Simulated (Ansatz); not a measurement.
The start is a generated cell, Ir placed in the bcc structure type. A full variable-cell relaxation at zero pressure is run with r2SCAN (plane waves to 500 eV, PAW, scalar-relativistic; Ansatz, a program for electronic structure). First-step values are on the input's coarse k-mesh.

Ansatz input (later rounds restart from its end on a renewed k-mesh):
Ansatz 0.2 input:
```yaml
crystal:
  lattice:
    - [-1.523905, 1.523905, 1.523905]
    - [1.523905, -1.523905, 1.523905]
    - [1.523905, 1.523905, -1.523905]
  atoms:
    - { symbol: Ir, position: [0, 0, 0] }
basis: { ecutwfc: 500, ecutrho_ratio: 4, xc_grid: 4, fft_grid_basis: typed }
kpoints: { mp_grid: { grid: [15, 15, 15] } }
hamiltonian:
  xc: r2scan
  dispersion: none
  pseudopotentials: { kind: paw }
scf: { occupations: { method: fermi_dirac, width: 0.05 } }
relax: { f_tol: 0.01, max_steps: 100, cell: { stress_tol: 0.02 } }
output: { forces: true, stress: true }
```

```json
{
  "initial_pressure": "+14.4 GPa (positive: the cell is compressed)",
  "outcome": "The space group stays Im-3m (No. 229) (the run could not lower it); the end is bcc (W type), with 1 atom in the primitive cell",
  "volume_change": "+4.0 %, from 14.16 to 14.72 Å³/atom",
  "Shortest distances (start → end)": "The closest pairs of elements (up to four, under 3.6 Å), start → end: Ir–Ir 2.64 → 2.67 Å",
  "band_gap_at_the_end": "no gap (metallic)",
  "optimiser_moves": "3"
}
```

It ends as:

Space group Im-3m (No. 229); a = 3.0879 Å, b = 3.0879 Å, c = 3.0879 Å, α = 90.00°, β = 90.00°, γ = 90.00°

```tsv
atom	site	symmetry	x	y	z
Ir	2a	m-3m	0.0000	0.0000	0.0000
```
(The calculation used a cell of 1 atom; values per cell refer to that cell.)

Final values are on a 21×21×21 k-mesh of the relaxed cell. No spin polarisation in the result. A magnetic state may lie lower.

The run could not lose the symmetry of its start, so the end can be a saddle point.

The relaxed structure here is a generated cell of Ir: the first start was made by placing the elements on the sites of a structure type, and the end was not matched to a known phase here, so it may be hypothetical. Known forms of Ir include space group No. 225.
